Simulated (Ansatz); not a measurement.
CuCl:
```cif
data_Cl4Cu4
_chemical_formula_sum 'Cu4 Cl4'
_space_group_name_H-M_alt 'F-43m'
_space_group_IT_number 216
_space_group_name_Hall 'F -4 2 3'
_cell_length_a 5.28996
_cell_length_b 5.28996
_cell_length_c 5.28996
_cell_angle_alpha 90.000
_cell_angle_beta 90.000
_cell_angle_gamma 90.000
loop_
_atom_site_label
_atom_site_type_symbol
_atom_site_symmetry_multiplicity
_atom_site_Wyckoff_symbol
_atom_site_fract_x
_atom_site_fract_y
_atom_site_fract_z
_atom_site_occupancy
Cu1 Cu 4 b 0.50000 0.50000 0.50000 1
Cl1 Cl 4 d 0.75000 0.75000 0.75000 1
```
(The calculation used a cell of 2 atoms; values per cell refer to that cell.)

Relaxed with PBEsol. Independent-particle spectrum: no excitons, no local fields, no scissors shift; 0.1 eV broadening; ε₁ of the summed bands alone.

**Question.** Tabulate the dielectric function from DFT-PBEsol in the program Ansatz with PAW potentials.

**Answer.** 

| E (eV) | ε₁ xx | ε₂ xx |
|---|---|---|
| 0.0 | 5.80 | 0.00 |
| 0.4 | 6.08 | 0.01 |
| 0.8 | 5.89 | 1.20 |
| 1.2 | 5.32 | 1.08 |
| 1.6 | 5.18 | 0.97 |
| 2.0 | 5.19 | 0.92 |
| 2.4 | 5.28 | 0.93 |
| 2.8 | 5.45 | 1.00 |
| 3.2 | 5.70 | 1.19 |
| 3.6 | 5.78 | 1.82 |
| 4.0 | 5.71 | 1.63 |
| 4.4 | 6.64 | 2.00 |
| 4.8 | 5.87 | 3.46 |
| 5.2 | 5.07 | 3.56 |
| 5.6 | 6.53 | 3.17 |
| 6.0 | 6.05 | 5.08 |
| 6.4 | 2.79 | 5.57 |
| 6.8 | 3.46 | 4.12 |
| 7.2 | 3.73 | 4.96 |
| 7.6 | 3.36 | 5.46 |
| 8.0 | 2.72 | 5.03 |
| 8.4 | 2.37 | 5.12 |
| 8.8 | 1.44 | 6.66 |
| 9.2 | 0.17 | 5.38 |
| 9.6 | -0.32 | 4.38 |
| 10.0 | 0.23 | 4.34 |
| 10.4 | 0.02 | 3.81 |
| 10.8 | -0.61 | 3.58 |
| 11.2 | -0.16 | 3.87 |
| 11.6 | -0.80 | 2.24 |
| 12.0 | 0.75 | 3.07 |

**Question.** From ε at 1.1 eV (xx: 5.40 + 1.12i), find n, k, the normal reflectivity and the absorption coefficient.

**Answer.** n = 2.34, k = 0.240, R = 17 %, α = 2kE/ħc = 27000 cm⁻¹.

With all bands, ε∞ without local fields is 5.93. DFPT, with local fields, gives 5.59.

The PBEsol relaxation kept the symmetry of its start. The run is not spin-polarised.

Potentials: the later of the program's two PAW sets.
